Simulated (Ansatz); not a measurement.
SrAg$_{2}$Si$_{2}$: strain energy, fitted

SrAg$_{2}$Si$_{2}$, I4/mmm, a = 4.334 Å, c = 10.398 Å. The structure is a COD entry; whether it is the stable form wasn't checked. Ansatz: PBEsol, PAW, 420 eV, Γ-centred 8×8×4 mesh on 10 atoms, Gaussian smearing 0.10 eV; no spin polarisation. Series: uniaxial strain along c, with a, b and atoms relaxed; x is the strain in per cent. y is the free energy over the unstrained cell, V0 = 19.530 Å³/atom.

```
x (%) y (meV/atom)
 -6.0         21.19
 -4.0          8.47
 -2.0          1.72
  0.0          0.00
  2.0          3.01
  4.0         11.08
  6.0             ?
```

Fit y = c2 x² + c3 x³ to the other rows, turn c2 into a modulus, and predict the missing energy.

Least squares on the rows shown. y = 0.63806 x² + 0.010221 x³. In eV per unit strain² c2 is 6.381; this is Young's modulus along the axis (E = ½ Y V0 ε²): 2 × 6.381 × 160.2 / (19.530) = 105 GPa. With a term in x⁴ added, the coefficient of x² becomes 0.5357, 16 % less, which shows how far this figure hangs on the form. At x = 6.0 the fit asked for gives 25.18 meV/atom. The run gave 24.16 meV/atom, so the fit is 1.02 meV/atom too high, within twice the rms miss on the fitted rows (0.65 meV/atom).